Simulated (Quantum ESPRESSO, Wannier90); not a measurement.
AlInN₂ (chalcopyrite), plane waves to Wannier functions

Materials Project entry mp-1245856; symmetrised, unrelaxed at this level. Not found in the COD (Crystallography Open Database) copy used; not checked further. Method: PBEsol plane waves in Quantum ESPRESSO 7.5 (PseudoDojo norm-conserving files, 68 Ry, no spin polarisation, no spin-orbit coupling), Bloch states on a 6×6×6 mesh through Γ, Wannier90 4.0.1. Density: 8×8×8 mesh, Gaussian smearing 0.01 Ry. Spin-orbit coupling is left out although heavy elements are present.

On the energy scale of pw.x, whose zero is arbitrary, the valence-band maximum lies at 8.31 eV.

Input w.win:

```
num_bands = 48
num_wann = 32
exclude_bands = 5-14
num_iter = 400
conv_tol = 1.0e-6
conv_window = 4
dis_num_iter = 600
dis_conv_tol = 1.0e-6
dis_froz_max = 12.07
write_hr = true
write_u_matrices = true
begin projections
f=0.25053,-0.25741,0.49101: s;p
f=0.01049,0.00208,0.00027: s;p
f=-0.26171,0.24923,0.49580: s;p
f=0.49162,0.49892,-0.00940: s;p
f=0.11501,-0.32996,-0.25929: s;p
f=-0.08184,-0.13610,0.24384: s;p
f=-0.38178,0.07016,-0.26068: s;p
f=0.33569,0.38302,0.25645: s;p
end projections
begin unit_cell_cart
ang
    4.7457900000    0.0000000000    0.0000000000
    0.0000000000    4.7457900000    0.0000000000
   -2.3728950000   -2.3728950000    4.6388200000
end unit_cell_cart
begin atoms_frac
Al   0.2500000000 -0.2500000000  0.5000000000
Al   0.0000000000  0.0000000000  0.0000000000
In  -0.2500000000  0.2500000000  0.5000000000
In   0.5000000000  0.5000000000  0.0000000000
N    0.1250000000 -0.3255200000 -0.2500000000
N   -0.0755200000 -0.1250000000  0.2500000000
N   -0.3750000000  0.0755200000 -0.2500000000
N    0.3255200000  0.3750000000  0.2500000000
end atoms_frac
mp_grid = 6 6 6
begin kpoints
0.0000000000 0.0000000000 0.0000000000
0.0000000000 0.0000000000 0.1666666667
0.0000000000 0.0000000000 0.3333333333
... (213 more lines: the 6x6x6 mesh through Gamma)
end kpoints
```

Input of pw2wannier90.x that gives the overlap and projection files (equivalent; here they were cut from one run over all bands):

```
&inputpp
  outdir = './out'
  prefix = 'pwscf'
  seedname = 'w'
  write_amn = .true.
  write_mmn = .true.
/
```

Output w.wout (banner and timings cut):

```
                                    ------
                                    SYSTEM
                                    ------

                              Lattice Vectors (Ang)
                    a_1     4.745790   0.000000   0.000000
                    a_2     0.000000   4.745790   0.000000
                    a_3    -2.372895  -2.372895   4.638820

                   Unit Cell Volume:     104.47793  (Ang^3)

                        Reciprocal-Space Vectors (Ang^-1)
                    b_1     1.323949  -0.000000   0.677240
                    b_2    -0.000000   1.323949   0.677240
                    b_3     0.000000   0.000000   1.354479

 *----------------------------------------------------------------------------*
 |   Site       Fractional Coordinate          Cartesian Coordinate (Ang)     |
 +----------------------------------------------------------------------------+
 | al   1   0.25000  -0.25000   0.50000   |    0.00000  -2.37290   2.31941    |
 | al   2   0.00000   0.00000   0.00000   |    0.00000   0.00000   0.00000    |
 | in   1  -0.25000   0.25000   0.50000   |   -2.37290   0.00000   2.31941    |
 | in   2   0.50000   0.50000   0.00000   |    2.37290   2.37290   0.00000    |
 | n    1   0.12500  -0.32552  -0.25000   |    1.18645  -0.95163  -1.15970    |
 | n    2  -0.07552  -0.12500   0.25000   |   -0.95163  -1.18645   1.15970    |
 | n    3  -0.37500   0.07552  -0.25000   |   -1.18645   0.95163  -1.15970    |
 | n    4   0.32552   0.37500   0.25000   |    0.95163   1.18645   1.15970    |
 *----------------------------------------------------------------------------*
                                ------------
                                K-POINT GRID
                                ------------

             Grid size =  6 x  6 x  6      Total points =  216

 *---------------------------------- MAIN ------------------------------------*
 |  Number of Wannier Functions               :                32             |
 |  Number of Objective Wannier Functions     :                32             |
 |  Number of input Bloch states              :                48             |
 |  Output verbosity (1=low, 5=high)          :                 1             |
 |  Timing Level (1=low, 5=high)              :                 1             |
 |  Optimisation (0=memory, 3=speed)          :                 3             |
 |  Length Unit                               :               Ang             |
 |  Post-processing setup (write *.nnkp)      :                 F             |
 |  Using Gamma-only branch of algorithms     :                 F             |
 *----------------------------------------------------------------------------*
 *------------------------------- WANNIERISE ---------------------------------*
 |  Total number of iterations                :               400             |
 |  Number of CG steps before reset           :                 5             |
 |  Trial step length for line search         :             2.000             |
 |  Convergence tolerence                     :         0.100E-05             |
 |  Convergence window                        :                 4             |
 |  Iterations between writing output         :                 1             |
 |  Iterations between backing up to disk     :               100             |
 |  Write r^2_nm to file                      :                 F             |
 |  Write xyz WF centres to file              :                 F             |
 |  Write on-site energies <0n|H|0n> to file  :                 F             |
 |  Use guiding centre to control phases      :                 F             |
 |  Use phases for initial projections        :                 F             |
 *----------------------------------------------------------------------------*
 *------------------------------- DISENTANGLE --------------------------------*
 |  Using band disentanglement                :                 T             |
 |  Total number of iterations                :               600             |
 |  Mixing ratio                              :             0.500             |
 |  Convergence tolerence                     :         1.000E-06             |
 |  Convergence window                        :                 3             |
 *----------------------------------------------------------------------------*
 *-------------------------------- PLOTTING ----------------------------------*
 |  Plotting Hamiltonian in WF basis          :                 T             |
 *----------------------------------------------------------------------------*

       ... (k-mesh section left out)

 Starting a new Wannier90 calculation ...

 Reading overlaps from w.mmn

 Reading projections from w.amn

 *------------------------------- DISENTANGLE --------------------------------*
 +----------------------------------------------------------------------------+
 |                              Energy  Windows                               |
 |                              ---------------                               |
 |                   Outer:   -6.22796  to   31.20749  (eV)                   |
 |                   Inner:   -6.22796  to   12.07000  (eV)                   |
 +----------------------------------------------------------------------------+
   Number of target bands to extract:   32

                   Unitarised projection of Wannier functions
                   ------------------------------------------
   A_mn = <psi_m|g_n> --> S = A.A^+ --> U = S^-1/2.A
   In dis_project... done
   Using an inner window (linner = T)
   In dis_proj_froz... done

                   Extraction of optimally-connected subspace
                   ------------------------------------------
 +---------------------------------------------------------------------+<-- DIS
 |  Iter     Omega_I(i-1)      Omega_I(i)      Delta (frac.)           |<-- DIS
 +---------------------------------------------------------------------+<-- DIS
       1      62.22746988      53.53827143       1.623E-01    <-- DIS
       2      57.01790957      51.09629798       1.159E-01    <-- DIS
       3      53.71724586      49.33005852       8.894E-02    <-- DIS
       4      51.25924382      47.97986915       6.835E-02    <-- DIS
       5      49.40868557      46.91421909       5.317E-02    <-- DIS
       6      47.98982031      46.05317226       4.205E-02    <-- DIS
       ... (lines left out)
     101      39.99894411      39.99666183       5.706E-05    <-- DIS
       ... (lines left out)
     201      39.96751353      39.96743212       2.037E-06    <-- DIS
       ... (lines left out)
     237      39.96642557      39.96638593       9.917E-07    <-- DIS
     238      39.96640387      39.96636489       9.753E-07    <-- DIS
     239      39.96638248      39.96634414       9.594E-07    <-- DIS

             <<<      Delta < 1.000E-06  over  3 iterations     >>>
             <<< Disentanglement convergence criteria satisfied >>>

        Final Omega_I    39.96634414 (Ang^2)

 +----------------------------------------------------------------------------+

 Writing checkpoint file w.chk... done

 *------------------------------- WANNIERISE ---------------------------------*
 +--------------------------------------------------------------------+<-- CONV
 | Iter  Delta Spread     RMS Gradient      Spread (Ang^2)            |<-- CONV
 +--------------------------------------------------------------------+<-- CONV

 ------------------------------------------------------------------------------
 Initial State
  WF centre and spread    1  (  0.028299, -2.387144,  2.281682 )     2.20917771
  WF centre and spread    2  (  0.006839, -2.377994,  2.329284 )     2.60337772
  WF centre and spread    3  ( -0.004303, -2.374818,  2.226773 )     2.54773563
  WF centre and spread    4  (  0.001783, -2.367874,  2.402709 )     2.55076890
  WF centre and spread    5  (  0.051892,  0.005769,  0.003779 )     2.17852172
  WF centre and spread    6  (  0.005021, -0.001403,  0.017217 )     2.59382040
  WF centre and spread    7  (  0.006878,  0.006785,  0.087479 )     2.52366197
  WF centre and spread    8  (  0.011052,  0.007456, -0.089112 )     2.52462435
  WF centre and spread    9  ( -2.419375,  0.009667,  2.304215 )     2.14415037
  WF centre and spread   10  ( -2.380519,  0.004561,  2.342092 )     2.43643847
  WF centre and spread   11  ( -2.334473,  0.002072,  2.347641 )     2.42946095
  WF centre and spread   12  ( -2.381715, -0.009633,  2.284631 )     2.44479106
  WF centre and spread   13  (  2.357786,  2.390362, -0.037283 )     2.13487401
  WF centre and spread   14  (  2.369880,  2.375868,  0.040345 )     2.44019988
  WF centre and spread   15  (  2.383373,  2.378227, -0.038937 )     2.42850779
  WF centre and spread   16  (  2.371183,  2.359776,  0.023546 )     2.42303907
  WF centre and spread   17  (  1.189229, -1.493870, -1.163874 )     2.66967566
  WF centre and spread   18  (  1.175273, -0.937862, -1.144611 )     0.96170549
  WF centre and spread   19  (  1.196308, -0.941548, -1.165387 )     0.95634219
  WF centre and spread   20  (  1.183704, -0.985070, -1.163237 )     0.91065062
  WF centre and spread   21  ( -1.497856, -1.204268,  1.156856 )     2.61689886
  WF centre and spread   22  ( -0.939165, -1.193266,  1.169318 )     0.94791111
  WF centre and spread   23  ( -0.978637, -1.189175,  1.157702 )     0.92145135
  WF centre and spread   24  ( -0.946338, -1.171843,  1.151772 )     0.96213634
  WF centre and spread   25  ( -1.197059,  1.495008, -1.186835 )     2.65972386
  WF centre and spread   26  ( -1.179505,  0.937558, -1.138627 )     0.95422830
  WF centre and spread   27  ( -1.182145,  0.941159, -1.160825 )     0.95342130
  WF centre and spread   28  ( -1.187199,  0.983751, -1.161263 )     0.90580528
  WF centre and spread   29  (  1.503574,  1.197679,  1.194016 )     2.65457844
  WF centre and spread   30  (  0.937626,  1.181760,  1.144959 )     0.97344700
  WF centre and spread   31  (  0.974452,  1.188231,  1.162575 )     0.93893712
  WF centre and spread   32  (  0.942403,  1.176541,  1.158064 )     0.98066215
  Sum of centres and spreads (  0.068266,  0.006461, 18.536663 )    60.58072506

      0     0.606E+02     0.0000000000       60.5807249816  <-- CONV
        O_D=      0.0244257 O_OD=     20.5899551 O_TOT=     60.5807250 <-- SPRD
 ------------------------------------------------------------------------------
      1    -0.126E+01     0.7176124853       59.3249732905  <-- CONV
        O_D=      0.0324879 O_OD=     19.3261413 O_TOT=     59.3249733 <-- SPRD
      2    -0.108E+01     0.9780179709       58.2402539738  <-- CONV
        O_D=      0.0452689 O_OD=     18.2286410 O_TOT=     58.2402540 <-- SPRD
      3    -0.616E+00     0.7311751723       57.6240626711  <-- CONV
        O_D=      0.0278118 O_OD=     17.6299067 O_TOT=     57.6240627 <-- SPRD
      4    -0.377E+00     0.6154187124       57.2472664541  <-- CONV
        O_D=      0.0163134 O_OD=     17.2646089 O_TOT=     57.2472665 <-- SPRD
      5    -0.208E+00     0.4442656482       57.0394182644  <-- CONV
        O_D=      0.0135106 O_OD=     17.0595636 O_TOT=     57.0394183 <-- SPRD
       ... (lines left out)
    100    -0.350E-02     0.0495021923       44.2996657013  <-- CONV
        O_D=      0.0083955 O_OD=      4.3249261 O_TOT=     44.2996657 <-- SPRD
       ... (lines left out)
    179    -0.623E-06     0.0006779134       44.2739983944  <-- CONV
        O_D=      0.0081143 O_OD=      4.2995400 O_TOT=     44.2739984 <-- SPRD
    180    -0.913E-06     0.0007355782       44.2739974815  <-- CONV
        O_D=      0.0081143 O_OD=      4.2995390 O_TOT=     44.2739975 <-- SPRD
    181    -0.822E-06     0.0012601361       44.2739966595  <-- CONV
        O_D=      0.0081141 O_OD=      4.2995384 O_TOT=     44.2739967 <-- SPRD
             <<<     Delta < 1.000E-06  over  4 iterations     >>>
             <<< Wannierisation convergence criteria satisfied >>>
 Final State
  WF centre and spread    1  (  0.639330, -1.859953,  1.761568 )     1.33331831
  WF centre and spread    2  (  0.530354, -3.014775,  2.858582 )     1.33057863
  WF centre and spread    3  ( -0.623336, -2.898553,  1.761067 )     1.33206896
  WF centre and spread    4  ( -0.524946, -1.729763,  2.864143 )     1.32501427
  WF centre and spread    5  (  0.537160,  0.636570, -0.536193 )     1.33457746
  WF centre and spread    6  (  0.650783, -0.508465,  0.548459 )     1.33382981
  WF centre and spread    7  ( -0.618031,  0.533025,  0.558374 )     1.32994038
  WF centre and spread    8  ( -0.513488, -0.642795, -0.555864 )     1.32471593
  WF centre and spread    9  ( -2.790367, -0.494877,  1.862842 )     1.70860265
  WF centre and spread   10  ( -2.865918,  0.410988,  2.781816 )     1.70930084
  WF centre and spread   11  ( -1.958783,  0.495488,  1.854623 )     1.70289480
  WF centre and spread   12  ( -1.881464, -0.417317,  2.781735 )     1.70618027
  WF centre and spread   13  (  1.877944,  1.961771, -0.462076 )     1.70790398
  WF centre and spread   14  (  1.958095,  2.866235,  0.459734 )     1.70935618
  WF centre and spread   15  (  2.865265,  2.791700, -0.461060 )     1.70528989
  WF centre and spread   16  (  2.786245,  1.877208,  0.463263 )     1.70434557
  WF centre and spread   17  (  1.186101, -1.635771, -1.160569 )     2.07070944
  WF centre and spread   18  (  1.184425, -0.940772, -1.158058 )     0.86649676
  WF centre and spread   19  (  1.188793, -0.945316, -1.159906 )     0.86768117
  WF centre and spread   20  (  1.186090, -0.910156, -1.163707 )     1.19003113
  WF centre and spread   21  ( -1.635786, -1.186968,  1.159721 )     2.07265112
  WF centre and spread   22  ( -0.939670, -1.185805,  1.160016 )     0.86887448
  WF centre and spread   23  ( -0.909504, -1.186841,  1.158749 )     1.18830314
  WF centre and spread   24  ( -0.949061, -1.183884,  1.158573 )     0.86830603
  WF centre and spread   25  ( -1.188441,  1.635710, -1.161994 )     2.07103470
  WF centre and spread   26  ( -1.186659,  0.938488, -1.153681 )     0.86888558
  WF centre and spread   27  ( -1.184150,  0.945032, -1.159278 )     0.86882012
  WF centre and spread   28  ( -1.188714,  0.909732, -1.160585 )     1.19130350
  WF centre and spread   29  (  1.635744,  1.188312,  1.161895 )     2.06768844
  WF centre and spread   30  (  0.939932,  1.186378,  1.156075 )     0.86473943
  WF centre and spread   31  (  0.912162,  1.187879,  1.162771 )     1.18744969
  WF centre and spread   32  (  0.947513,  1.183775,  1.159789 )     0.86310409
  Sum of centres and spreads (  0.067620,  0.006279, 18.540824 )    44.27399674

         Spreads (Ang^2)       Omega I      =    39.966344137
        ================       Omega D      =     0.008114102
                               Omega OD     =     4.299538421
    Final Spread (Ang^2)       Omega Total  =    44.273996660
```
